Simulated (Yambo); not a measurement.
Yambo run on RbScF4 (space group Cmcm, No. 63). The wavefunctions are PBEsol (pw.x of Quantum ESPRESSO, ONCV potentials, no spin-orbit coupling) ones on a 4×4×1 mesh (48 occupied bands); a = 6.7858 Å, b = 6.7858 Å, c = 8.0125 Å, α = 90.00°, β = 90.00°, γ = 144.80°.

Yambo input:

```
rim_cut
gw0
dyson
el_el_corr
HF_and_locXC
cohsex
em1s
RandQpts= 1000000
RandGvec= 1 Ry
EXXRLvcs= 84 Ry
VXCRLvcs= 336 Ry
Chimod= "HARTREE"
% BndsRnXs
 3 | 240 |
%
NGsBlkXs= 6 Ry
% LongDrXs
 1.0 | 1.0 | 1.0 |
%
ExtendOut
% QPkrange
 1 | 1 | 48 | 49 |
 4 | 4 | 48 | 48 |
 7 | 7 | 49 | 49 |
%
```

k points by index: 1 = Γ, 4 = (0.25, 0.25, 0), 7 = (-0.5, -0.5, 0).

Table of the .qp output:

```
#    K-point    Band    Eo [eV]    E [eV]    E-Eo [eV]    Vxc [eV]    Vnlxc [eV]    Sc|Eo [eV]    Re(Z)    Im(Z)
#
    1    48    -0.058861    -3.919966    -3.861105    -21.92947    -29.63051    3.839934    1.000000    0.000000
    1    49    6.021495    8.483313    2.461818    -17.34795    -9.111105    -5.775031    1.000000    0.000000
    4    48    0.000000    -3.807118    -3.807118    -22.22422    -29.98153    3.950193    1.000000    0.000000
    7    49    6.020151    8.480565    2.460414    -17.34138    -9.107711    -5.773259    1.000000    0.000000
```
(The two width columns are left out.) Convergence of these settings isn't established.

Geometry of the Materials Project entry, not relaxed at this level.

The structure is a Materials Project entry; no match was found in the copy of COD used, and its stability was not checked.
